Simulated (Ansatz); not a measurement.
Two states of Mn₃ZnN

```
Mn Zn N
1.0
     3.88375    0.00000    0.00000
     0.00000    3.88375    0.00000
     0.00000    0.00000    3.88375
Mn Zn N
3 1 1
Direct
  0.00000 0.50000 0.50000
  0.50000 0.00000 0.50000
  0.50000 0.50000 0.00000
  0.00000 0.00000 0.00000
  0.50000 0.50000 0.50000
```

The numbers come from plane-wave PAW DFT (Ansatz): HSE06, 420 eV, 5×5×5 Γ-centred k points, fermi-dirac occupations (width 0.1 eV). Nothing was relaxed.

State A: Mn1 up, Mn2 down, Mn3 up (collinear spin). State B: Mn1 up, Mn2 up, Mn3 up (collinear spin).

Q: Which state is lower, and how do they differ?

A: State B is lower by 12.0 meV an atom at zero smearing; in free energy at this smearing B lies -9.2 meV an atom from A.

| state | free energy (meV/atom) | largest moment in a small sphere (μB) | net moment (μB/cell) | gap on mesh (eV) | pressure (GPa) | largest force (eV/Å) |
| --- | --- | --- | --- | --- | --- | --- |
| A | 9.2 | 3.32 | 3.57 | metal | 20.2 | 0.00 |
| B | 0.0 | 3.22 | 10.57 | metal | 14.8 | 0.00 |

Origin: a database entry at a rescaled volume. Caveats: the k mesh is coarse if the cell is a metal; atoms or cell far from equilibrium; the exchange threshold is loose for a stress; the SCF threshold is loose for a stress.
